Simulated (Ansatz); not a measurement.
In DFT-PBE in the program Ansatz with PAW potentials, BP in the tetragonal phase (P4_2/mnm; B on 4f, P on 4g) relaxes to a = 5.568 Å, c = 3.205 Å. Against the elements it lies at -0.29 eV/atom, with no fitted shifts.

The Kohn–Sham gap is 0.47 eV (indirect). The valence maximum lies at Γ and the conduction minimum on the Γ–Z line, 59 % of the way from Γ (2 equivalent valleys). The electron mass is 0.33, 0.33, 0.48 mₑ (principal values).

An equation-of-state fit gives a bulk modulus of 148 GPa.

The start of the workflow was typed in or built on a structure type; neither database checked (COD, Materials Project) lists it. It is not the phase usual at ambient conditions (space group No. 216). The PBE relaxation kept the symmetry of its start; whether a distortion lowers the energy is not shown. The references are the lowest solids computed at this level, not always the standard phases.

Potentials: the earlier of the program's two PAW sets.
